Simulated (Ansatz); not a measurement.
Al (fcc (Cu type)), relaxed with r²SCAN+D4 (Ansatz, a program for electronic structure, plane waves, PAW): a = 3.976 Å, b = 3.976 Å, c = 3.976 Å, α = 90.00°, β = 90.00°, γ = 90.00°.

```
Property              Result
--------------------  ------
B₀ by P(V) fit (GPa)    94.9
K_Hill (GPa)            95.8
G_Hill (GPa)            44.3
Θ_D (K)                  524
```

**Question.** The same phase is relaxed and computed with PBEsol in the same code. What are the cell and these values now?

**Answer.** a = 4.0143 Å, b = 4.0143 Å, c = 4.0143 Å, α = 90.00°, β = 90.00°, γ = 90.00°.

B₀ by P(V) fit (GPa): 82.4
K_Hill (GPa): 82.4
G_Hill (GPa): 32.7
Θ_D (K): 453

All cells were relaxed under the symmetry of their starts (and spin orders); stability against distortions was not tested throughout.

Potentials: the later of the program's two PAW sets.

Ansatz is a plane-wave DFT program.
